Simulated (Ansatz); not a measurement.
Here is an unrelaxed guess for ZnCd2Te2S.

```cif
data_structure
_symmetry_space_group_name_H-M 'Pmm2'
_symmetry_Int_Tables_number 25
_cell_length_a 4.5140
_cell_length_b 4.5812
_cell_length_c 7.9343
_cell_angle_alpha 90.000
_cell_angle_beta 90.000
_cell_angle_gamma 90.000
_cell_volume 164.08
loop_
_atom_site_label
_atom_site_type_symbol
_atom_site_symmetry_multiplicity
_atom_site_Wyckoff_symbol
_atom_site_fract_x
_atom_site_fract_y
_atom_site_fract_z
_atom_site_occupancy
Zn1 Zn 1 d 0.50000 0.50000 0.16486 1
Cd1 Cd 1 d 0.50000 0.50000 0.82721 1
Cd2 Cd 1 c 0.50000 0.00000 0.34017 1
Te1 Te 1 a 0.00000 0.00000 0.99661 1
Te2 Te 1 b 0.00000 0.50000 0.50345 1
S1 S 1 c 0.50000 0.00000 0.66771 1
```

Level of theory: DFT PBE, scalar-relativistic, plane waves, PAW (Ansatz). Plane waves to 420 eV, a k mesh through Γ of 4×4×2 on the computed 6-atom cell and Gaussian smearing (0.10 eV); no spin polarisation.

Formation energies are uncorrected and refer to the elements' standard structures at the same level.

Task: How far from equilibrium is it?

Result: The pressure is -2.7 GPa (the mean over three directions, positive in compression), the largest force is 0.87 eV/Å, and the energy is +0.20 eV/atom against the elements. The shortest distance is 2.60 Å.

Task: Is it a good guess?

Result: A rough one: relaxing gains about 0.30 eV/atom (the start's value is from the coarse mesh, so the gain is rough) in 25 ionic steps and ends at −0.11 eV/atom on the finer mesh. The symmetry stays Pmm2 (No. 25). The volume per atom shrinks by 1.1 %, from 27.3 to 27.0 Å³. The shortest distance goes from 2.60 Å (Cd–S) to 2.46 Å (Cd–S). Conventional cell: a = 3.819 Å, b = 4.073 Å, c = 10.430 Å. Zn is surrounded by 6 Te at 2.97–3.00 Å and 1 Cd at 3.06 Å; Cd on its first site is surrounded by 2 S at 2.48 Å, 1 Zn at 3.06 Å and 4 Te at 3.41 Å; Te on its first site is surrounded by 4 Zn at 3.00 Å and 4 Cd at 3.41 Å; S is surrounded by 3 Cd at 2.46–2.48 Å; 2 more sites not described.

The last run used a 10×10×4 mesh (in the run's order of axes) for its 6-atom cell and Gaussian smearing of 0.10 eV. These runs have no spin–orbit coupling, which can matter for Te. The reference forms of S and Te are held partly by dispersion forces, which this level lacks. The relaxation can't lower the symmetry of the start, and the grade says only how near the guess is to its own end. Symmetry constrained the relaxation, so the result can be a saddle point.
